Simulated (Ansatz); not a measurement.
CoSi$_{2}$ (fluorite type, space group Fm-3m)

```
CELL_PARAMETERS angstrom
      0.00000     2.68017     2.68017
      2.68017     0.00000     2.68017
      2.68017     2.68017     0.00000
ATOMIC_POSITIONS crystal
  Co 0.00000 0.00000 0.00000
  Si 0.25000 0.25000 0.25000
  Si 0.75000 0.75000 0.75000
```

Scan: atom 1 (Co, nearest neighbour Si at 2.321 Å; its periodic images, 3.8 Å or more away, move with it) is displaced towards the nearest neighbour, direction (-0.577, 0.577, -0.577) in Cartesian axes, by s. The other atoms stay.

All values below come from PBE (plane waves to 420 eV, PAW, scalar-relativistic; Ansatz, a program for electronic structure). k mesh 12×12×12 (Γ-centred), Fermi-Dirac smearing 0.05 eV. Energies are smeared free energies. With partly filled bands, energies and forces of such displacements shift with the k mesh and the smearing. CoSi2 is run without spin polarisation. CoSi2 was relaxed with its symmetry unable to fall. The PAW data are Ansatz's earlier set. The zero of ΔE is the undisplaced structure. The last digit holds for this mesh only.

```json
[
 {"s (Å)": "-0.460", "ΔE (meV/cell)": "1515.9"},
 {"s (Å)": "-0.368", "ΔE (meV/cell)": "withheld"},
 {"s (Å)": "-0.276", "ΔE (meV/cell)": "474.8"},
 {"s (Å)": "-0.184", "ΔE (meV/cell)": "202.4"},
 {"s (Å)": "-0.092", "ΔE (meV/cell)": "49.3"},
 {"s (Å)": "0.000", "ΔE (meV/cell)": "0.0"},
 {"s (Å)": "0.092", "ΔE (meV/cell)": "49.3"},
 {"s (Å)": "0.184", "ΔE (meV/cell)": "202.4"},
 {"s (Å)": "0.276", "ΔE (meV/cell)": "474.8"},
 {"s (Å)": "0.368", "ΔE (meV/cell)": "withheld"},
 {"s (Å)": "0.460", "ΔE (meV/cell)": "1515.9"}
]
```

Q: Fit an even polynomial form (powers 2, 4, 6) to the given rows and predict ΔE at s = -0.368.

A: Least squares on the 9 given rows: ΔE = (5785)·s² + (5523)·s⁴ + (4696)·s⁶, in meV/cell with s in Å; root-mean-square residual 0.03 meV/cell. At -0.368 the fit gives 896.4 meV/cell; the calculation gives 896.1 meV/cell, so the interpolation is off by 0.3 (+0.0 %). The quadratic term alone would give 783.4 meV/cell.

(For displaced atoms, the force is minus the slope of the energy, and its curvature is a force constant, which sets phonon frequencies.)
